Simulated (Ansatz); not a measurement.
Cu3Au:
```xyz
4
Lattice="3.7130 0.0000 0.0000 0.0000 3.7130 0.0000 0.0000 0.0000 3.7130" Properties=species:S:1:pos:R:3 pbc="T T T"
Cu     0.0000     1.8565     1.8565
Cu     1.8565     0.0000     1.8565
Cu     1.8565     1.8565     0.0000
Au     0.0000     0.0000     0.0000
```

Relaxed with PBEsol. Special points in fractions of this cell's reciprocal vectors: Γ (0.000, 0.000, 0.000); X (0.000, 0.500, 0.000); M (0.500, 0.500, 0.000); R (0.500, 0.500, 0.500).

Question: List the band energies nearest the Fermi level at these points for plane-wave PAW PBEsol (Ansatz code).

Answer: In eV from the Fermi level; about four levels below and three above (degenerate sets whole), none deeper than 8.9 eV; … stands for higher levels left out; points with the same levels are listed once.

| k | below | above |
|---|---|---|
| Γ | -1.54 -1.54 -1.54 -1.38 -1.38 -1.38 | 1.12 1.12 1.12 |
| X | -2.02 -1.96 -1.54 -1.38 | 5.82 5.82 6.61 6.61 |
| M | -2.19 -0.53 -0.53 -0.40 | 0.36 8.63 9.57 9.57 |
| R | -1.28 -1.24 -1.24 -1.24 | 2.57 … |

Space group Pm-3m (Cu3Au type). Symmetry was held in the PBEsol relaxation. The run is not spin-polarised. Spin–orbit coupling is left out wherever it is not named.

Potentials: the earlier of the program's two PAW sets. The files were generated under PBE; for other functionals the program regenerates the frozen cores, and for LDA and PBEsol the local potential too.
